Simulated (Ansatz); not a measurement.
AgNb₂CO₂:
```
CELL_PARAMETERS angstrom
      3.07978     0.00000     0.00000
     -1.53989     2.66717     0.00000
      0.00000     0.00000     9.69985
ATOMIC_POSITIONS crystal
  O  0.33333 0.66667 0.75429
  Nb 0.66667 0.33333 0.87224
  C  0.00000 0.00000 0.00000
  Nb 0.33333 0.66667 0.12776
  O  0.66667 0.33333 0.24571
  Ag 0.00000 0.00000 0.50000
```

Relaxed with PBE+D3(BJ). Special points in fractions of this cell's reciprocal vectors: Γ (0.000, 0.000, 0.000); M (0.500, 0.000, 0.000); K (0.333, 0.333, 0.000); A (0.000, 0.000, 0.500); L (0.500, 0.000, 0.500); H (0.333, 0.333, 0.500).

Problem. List the band energies nearest the Fermi level at these points for plane-wave PAW PBE+D3(BJ) with spin–orbit coupling (Ansatz code).

Solution. In eV from the Fermi level; about four levels below and three above (degenerate sets whole), none deeper than 8.9 eV; points with the same levels are listed once.

```json
[
 {"k": "Γ", "below": "-0.77 -0.77 -0.76 -0.76", "above": "0.25 0.25 1.28 1.28 1.28 1.28"},
 {"k": "M", "below": "-2.25 -2.25 -1.85 -1.85", "above": "0.99 0.99 2.27 2.27"},
 {"k": "K", "below": "-2.89 -2.89 -2.65 -2.65", "above": "0.38 0.38 1.01 1.01"},
 {"k": "A", "below": "-0.76 -0.76 -0.76 -0.76 -0.17 -0.17", "above": "1.29 1.29 1.29 1.29"},
 {"k": "L", "below": "-2.20 -2.20 -2.09 -2.09", "above": "1.02 1.02 2.27 2.27"},
 {"k": "H", "below": "-2.93 -2.93 -2.65 -2.65", "above": "0.38 0.38 1.04 1.04"}
]
```

Space group P-3m1. A made-up cell: these elements were put on the sites of a structure type; neither database checked (COD, Materials Project) lists it. Whether it is the stable phase at ambient conditions was not checked. The cell was relaxed with PBE+D3(BJ) under the symmetry of its start. At this level the phase is mechanically unstable. The run is not spin-polarised. With an odd number of electrons in the cell and no spin polarisation, the count alone makes it a metal.

Potentials: the later of the program's two PAW sets.
